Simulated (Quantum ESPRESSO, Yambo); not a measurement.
SnO₂ (rutile, space group P4_2/mnm, No. 136): one geometry, one set of PBE (stringent potentials; pw.x of Quantum ESPRESSO, ONCV potentials, no spin-orbit coupling) orbitals, self-energies from Yambo (2×2×4 Γ-centred k mesh, bands 9 to 220 and a 12 Ry block in the screening, 220 bands in G with the Bruneval-Gonze terminator, plasmon pole fitted at 27.2 eV).

```tsv
level	gap Γ → Γ (eV)
PBE (Quantum ESPRESSO)	1.03
exchange only (Hartree-Fock self-energy on PBE orbitals)	(withheld)
static COHSEX@PBE	(withheld)
G0W0@PBE, plasmon pole	2.40
```

**Question.** Fill in the missing entries.

**Answer.** 
- exchange only (Hartree-Fock self-energy on PBE orbitals), gap Γ → Γ (eV): 10.96
- static COHSEX@PBE, gap Γ → Γ (eV): 3.53

Bare exchange has no screening and gives the widest gap; static COHSEX screens it but leaves out the frequency dependence, which G0W0 restores. All rows use the PBE edge points; in the exchange only run other k points give a smaller gap, 10.80 eV.

Nearest settings tried, and what they do to the gap: 127 bands in G: +11 meV; 127 bands in W, 127 bands in G: +53 meV; 7 Ry block (177 vectors against 331): -112 meV. Not varied: mesh. So the settings aren't converged at that level. The k mesh is coarse.

Geometry relaxed with PBEsol; primitive cell a = b = 4.766 Å, c = 3.212 Å, α = β = γ = 90.00°.
